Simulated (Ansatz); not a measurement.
Input:

VCo3:
Space group Pm-3m (No. 221); a = b = c = 3.4322 Å, α = β = γ = 90.00°

| atom | site | symmetry | x | y | z |
|---|---|---|---|---|---|
| V | 1a | m-3m | 0.0000 | 0.0000 | 0.0000 |
| Co | 3c | 4/mm.m | 0.0000 | 0.5000 | 0.5000 |

This is the LDA-relaxed structure.

Question: All from LDA in the plane-wave PAW code Ansatz, unless another level is named. Predict the formation energy from the elements (no fitted shifts).

Answer: -274 meV/atom.

Question: Next, the density of states at the Fermi level?

Answer: 0.73 states/eV per atom (mean over ±0.08 eV).

The first step of the workflow began from a Materials Project structure, measured or hypothetical; the Crystallography Open Database copy checked does not list it. Its standing as an ambient phase is unchecked. Symmetry was held in the LDA relaxation; whether a distortion lowers the energy is not shown. The run is not spin-polarised. The references are the lowest solids computed at this level, not always the standard phases.

Potentials: the later of the program's two PAW sets.
